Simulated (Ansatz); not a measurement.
MgRh, DFT, LDA, PAW with Ansatz's default frozen-core files, scalar-relativistic (Ansatz 0.2.0), on 1 thread of Intel(R) Xeon(R) Platinum 8488C (Sapphire Rapids) (shared host).

Command: `ansatz run input.yaml --threads 1 --pin off --max-ram 2048MiB --backend cpu --events-out ev --progress --plain --runs-dir out`

```yaml
crystal:
  lattice:
    - [3.0992, 0.0, 0.0]
    - [0.0, 3.0992, 0.0]
    - [0.0, 0.0, 3.0992]
  atoms:
    - { symbol: Mg, position: [0.025, 0.025, 0.025] }
    - { symbol: Rh, position: [0.475, 0.475, 0.475] }
kpoints:
  mp_grid: { grid: [10, 10, 10] }
scf:
  occupations: { method: fermi_dirac, width: 0.05 }
hamiltonian:
  xc: lda
  pseudopotentials: { kind: paw }
output:
  forces: true
  stress: true
  eigenvalues: true
  efg: { contact_densities: true }
  populations: true
```

(1) How large is the problem that the program sets up?

(2) About how long does it take?

## Answers

(1) 116 irreducible k-points, 587 plane waves at Γ, 18 bands.

(2) 3.9 s of wall time for 6 SCF iterations. Times on shared machines scatter by tens of per cent.
